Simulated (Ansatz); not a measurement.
HfC (rock salt)

```
HfC
1.0
    0.00000     4.64070     4.64070
    2.32035     2.32035     4.64070
    2.32035     2.32035     0.00000
C Hf
2 2
Direct
  0.00000   0.00000   0.00000
  0.50000   0.00000   0.00000
  0.00000   0.50000   0.50000
  0.50000   0.50000   0.50000
```

The atoms are displaced by Q × the pattern below (from a DFPT mode at X = (0.5, 0.5, 0.0), largest move 1; Q in Å), at fixed cell. It is one choice among 2 degenerate patterns. (q is in reciprocal vectors of the primitive cell; the cell shown is doubled to hold the pattern.)

```tsv
atom	x	y	z
C1	0.000	-0.027	0.000
C2	0.000	0.027	0.000
Hf3	0.000	1.000	0.000
Hf4	0.000	-1.000	0.000
```

All values below come from r2SCAN (plane waves to 500 eV, PAW, scalar-relativistic; Ansatz, a first-principles code). k mesh 17×17×17 (Γ-centred), Fermi-Dirac smearing 0.05 eV. E stands for the smeared free energy. With partly filled bands, energies and forces of such displacements shift with the k mesh and the smearing. HfC is run without spin polarisation. HfC was relaxed with its symmetry unable to fall. Spin-orbit coupling is left out, though Hf is heavy. ΔE is measured from the undisplaced structure. The last digit holds for this mesh only.

```json
[
 {"Q (Å)": "-0.2800", "ΔE (meV/cell)": "1352.1"},
 {"Q (Å)": "-0.2333", "ΔE (meV/cell)": "907.6"},
 {"Q (Å)": "-0.1867", "ΔE (meV/cell)": "561.6"},
 {"Q (Å)": "-0.1400", "ΔE (meV/cell)": "withheld"},
 {"Q (Å)": "-0.0933", "ΔE (meV/cell)": "131.3"},
 {"Q (Å)": "-0.0467", "ΔE (meV/cell)": "32.4"},
 {"Q (Å)": "0.0000", "ΔE (meV/cell)": "0.0"},
 {"Q (Å)": "0.0467", "ΔE (meV/cell)": "32.4"},
 {"Q (Å)": "0.0933", "ΔE (meV/cell)": "131.3"},
 {"Q (Å)": "0.1400", "ΔE (meV/cell)": "withheld"},
 {"Q (Å)": "0.1867", "ΔE (meV/cell)": "561.6"},
 {"Q (Å)": "0.2333", "ΔE (meV/cell)": "907.6"},
 {"Q (Å)": "0.2800", "ΔE (meV/cell)": "1352.1"}
]
```

Q: Fit an even polynomial form (powers 2, 4, 6) to the given rows and predict ΔE at Q = 0.1400.

A: Least squares on the 11 given rows: ΔE = (14780)·Q² + (42760)·Q⁴ + (-144700)·Q⁶, in meV/cell with Q in Å; root-mean-square residual 0.36 meV/cell. At 0.1400 the fit gives 305.0 meV/cell; the calculation gives 305.2 meV/cell, so the interpolation is off by -0.2 (-0.1 %). The quadratic term alone would give 289.7 meV/cell.

(For displaced atoms, the force is minus the slope of the energy, and its curvature is a force constant, which sets phonon frequencies.)
